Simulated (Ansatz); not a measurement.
TaAgO₃:
```
CELL_PARAMETERS angstrom
      2.73846     1.58105     4.60124
     -2.73846     1.58105     4.60124
      0.00000    -3.16210     4.60124
ATOMIC_POSITIONS crystal
  Ta 0.00000 0.00000 0.00000
  Ta 0.50000 0.50000 0.50000
  Ag 0.75000 0.75000 0.75000
  Ag 0.25000 0.25000 0.25000
  O  0.81786 0.68214 0.25000
  O  0.18214 0.31786 0.75000
  O  0.25000 0.81786 0.68214
  O  0.75000 0.18214 0.31786
  O  0.68214 0.25000 0.81786
  O  0.31786 0.75000 0.18214
```

x, y and z are the axes in which the lattice vectors are written.

Problem. Give the high-frequency dielectric tensor and the Born effective charge tensors of the independent atoms from DFPT, the program Ansatz at the PBEsol level (PAW).

Solution. 
ε∞:
```
6.92  0.00  0.00
0.00  6.92  0.00
0.00  0.00  6.93
```
Z* of atom 1 (Ta), rows: field, columns: displacement, in e:
```
 8.69   0.76   0.00
-0.76   8.69   0.00
 0.00   0.00   8.95
```
Z* of atom 3 (Ag), rows: field, columns: displacement, in e:
```
1.41  0.00  0.00
0.00  1.41  0.00
0.00  0.00  1.36
```
Z* of atom 5 (O), rows: field, columns: displacement, in e:
```
-1.95   0.00   0.00
 0.00  -4.78  -2.21
 0.00  -2.29  -3.44
```

Space group R-3c. The first step of the workflow began from a Materials Project structure, measured or hypothetical; the Crystallography Open Database copy checked does not list it. COD files the formula under space group No. 161. Its standing as an ambient phase is unchecked. The cell was relaxed with PBEsol under the symmetry of its start; whether a distortion lowers the energy is not shown. No spin polarisation was allowed. Spin–orbit coupling is left out wherever it is not named.

Potentials: the later of the program's two PAW sets.
